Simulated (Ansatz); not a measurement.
**Stationary points along a deformation path in Ni**

All numbers below come from DFT PBEsol, scalar-relativistic, plane waves, PAW in Ansatz 0.2.0. Settings: plane waves to 420 eV, k-mesh 26×26×26 (Γ-centred), Gaussian smearing 0.15 eV. Collinear spins, started from moments 0.5 μB in atom order; the magnetic state may not be the lowest. Energies are free energies at this smearing, counted from the undisturbed cell; pressure is positive in compression.

The undisturbed cell (as given, not relaxed at this level; it stands at -2.7 GPa; this bcc form isn't the usual structure):

```
Ni
1.0
    -1.38372    1.38372    1.38372
     1.38372   -1.38372    1.38372
     1.38372    1.38372   -1.38372
Ni
1
Direct
  0.00000 0.00000 0.00000
```

At fixed volume and fractional coordinates, lengths along (0.577, 0.577, 0.577) are scaled against those across it; ρ is that ratio over its starting value. V = 10.597 Å³/atom. Δσ is the stress along the axis less the mean stress across it (compression positive).

| ρ | ΔE (meV/atom) | Δσ (GPa) | space group |
| --- | --- | --- | --- |
| 0.500 | 7216.6 | 633.87 | R-3m |
| 0.600 | 3195.3 | 369.39 | R-3m |
| 0.710 | 1168.8 | 185.16 | R-3m |
| 0.850 | 226.5 | 67.34 | R-3m |
| 1.000 | 0.0 | 0.00 | Im-3m |
| 1.200 | 181.7 | -36.50 | R-3m |
| 1.410 | 460.0 | -38.24 | R-3m |
| 2.000 | 772.3 | 0.00 | Pm-3m |

How does the stress give the slope of the energy, and where is the energy stationary?

Along the path d ln(length) is 2/3 d ln ρ on the axis and −1/3 d ln ρ across it, so dE/d ln ρ = −(2/3) V Δσ: the energy falls with ρ where Δσ is positive. Δσ vanishes or changes sign at ρ = 1.000 (Im-3m), a minimum at 0.0 meV/atom; at ρ = 2.000 (Pm-3m, an end of the scan), at 772.3 meV/atom. Pairs of stationary points between two samples would go unseen, and could change a minimum read from distant neighbours into a maximum. At ρ = 1.000, 2.000 the cell is cubic, where symmetry alone makes the stress isotropic and the slope zero.

In a metal these slopes depend on the k mesh and the smearing.

The moment changes along the path, so the curve joins different magnetic states.